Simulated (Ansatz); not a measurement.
# Property card for Mg$_{2}$H$_{6}$Os

Mg2H6Os:
```
Mg2H6Os
1.0
    0.00000     3.32187     3.32187
    3.32187     0.00000     3.32187
    3.32187     3.32187     0.00000
Mg H Os
2 6 1
Cartesian
  4.98280   4.98280   4.98280
  1.66093   1.66093   1.66093
  3.32187   3.32187   4.96028
  3.32187   3.32187   1.68345
  4.96028   3.32187   3.32187
  1.68345   3.32187   3.32187
  3.32187   4.96028   3.32187
  3.32187   1.68345   3.32187
  0.00000   0.00000   0.00000
```

Space group Fm-3m (No. 225); conventional cell a = 6.644 Å, b = 6.644 Å, c = 6.644 Å, α = 90.00°, β = 90.00°, γ = 90.00°.

Method: plane-wave PAW r²SCAN (Ansatz code). The cell and atoms are relaxed at this level. Other levels are named where they apply.

Cell and energy:

Volume per atom: 8.15 Å³
Density: 5.55 g/cm³
Formation energy from the elements (no fitted shifts): -0.40 eV/atom

Electronic structure:

* **Band gap**: 3.82 eV (smallest direct gap 3.83 eV)
* **Valence-band maximum**: at W
* **Conduction-band minimum**: on the Γ–X line, 85 % of the way from Γ (6 equivalent valleys)
* **Electron effective mass**: 0.53, 0.53, 3.0 mₑ (principal values)
* **Electron effective mass with spin–orbit coupling**: 0.55, 0.55, 2.3 mₑ (principal values)
* **Hole effective mass with spin–orbit coupling**: 3.9, 3.9, 7.0 mₑ (principal values)
* **HSE06 gap on the r²SCAN cell**: 4.65 eV
* **Gap with spin–orbit coupling**: 3.67 eV

Mechanics:

- Bulk modulus (Birch–Murnaghan fit) = 836 kbar
- Pressure derivative B′ = 3.9
- Elastic constants (relaxed ions, GPa) = C11 = 164, C12 = 43.4, C44 = 57.6
- Mechanical stability = stable (all eigenvalues of C positive)
- Hill bulk and shear moduli = 83.7 and 58.8 GPa
- Young's modulus = 143 GPa
- Poisson's ratio = 0.22
- Debye temperature from the elastic constants = 533 K

Dielectric response:

* **Electronic dielectric constant ε∞ (DFPT)**: 4.68
* **Born charges (a third of the trace)**: Mg +2.15, H -0.11, Os -3.65 e

Phonons:

- Highest zone-centre frequency (without LO–TO term): 2150 cm⁻¹
- Zone-centre stability: unstable, softest mode 115i cm⁻¹
- Dynamical stability on the path: unstable, down to 115i cm⁻¹

Charges:

- Bader charges = Mg +1.71, H -0.49, Os -0.49 e

The workflow started from a Materials Project entry (that database holds measured and hypothetical structures alike); the Crystallography Open Database copy checked does not list it. Whether it is the stable phase at ambient conditions was not checked. The r²SCAN relaxation kept the symmetry of its start. The run is not spin-polarised. The references are the lowest solids computed at this level, not always the standard phases (solids in place of the gases). Scalar-relativistic: spin–orbit coupling is off unless named, which matters more the heavier the elements.

Potentials: the later of the program's two PAW sets.
